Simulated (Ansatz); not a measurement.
# Piezoelectric tensor of Al₃GaAs₄

Computed with Ansatz 0.2.0, DFT PBE, scalar-relativistic, plane waves, PAW. Settings: 420 eV plane-wave cutoff, Γ-centred 6×6×6 mesh, fixed occupations. No spin polarisation.

Relaxed structure:
```
CELL_PARAMETERS angstrom
5.73310 0.00000 0.00000
0.00000 5.73310 0.00000
0.00000 0.00000 5.73310
ATOMIC_POSITIONS crystal
Al 0.00000 0.50000 0.50000
Al 0.50000 0.50000 0.00000
Al 0.50000 0.00000 0.50000
Ga 0.00000 0.00000 0.00000
As 0.74911 0.74911 0.25089
As 0.74911 0.25089 0.74911
As 0.25089 0.74911 0.74911
As 0.25089 0.25089 0.25089
```

It was reached by relaxing an invented guess, and it needn't be the stable form of this composition.

Q: Give the relaxed-ion proper piezoelectric stress tensor e_iJ (C/m², Voigt columns xx yy zz yz xz xy).

A:
```
x    0.000  0.000  0.000 -0.159  0.000  0.000
y    0.000  0.000  0.000  0.000 -0.159  0.000
z    0.000  0.000  0.000  0.000  0.000 -0.159
```
Signs follow the orientation of the cell as given.

Q: With the elastic constants (GPa, Voigt order)
```
102.6  47.1  47.1   0.0   0.0   0.0
 47.1 102.6  47.1   0.0   0.0   0.0
 47.1  47.1 102.6   0.0   0.0   0.0
  0.0   0.0   0.0  51.1   0.0   0.0
  0.0   0.0   0.0   0.0  51.1   0.0
  0.0   0.0   0.0   0.0   0.0  51.1
```
find the strain coefficients d = e·C⁻¹ (pC/N).

A:
```
x    0.00  0.00  0.00 -3.11  0.00  0.00
y    0.00  0.00  0.00  0.00 -3.11  0.00
z    0.00  0.00  0.00  0.00  0.00 -3.11
```
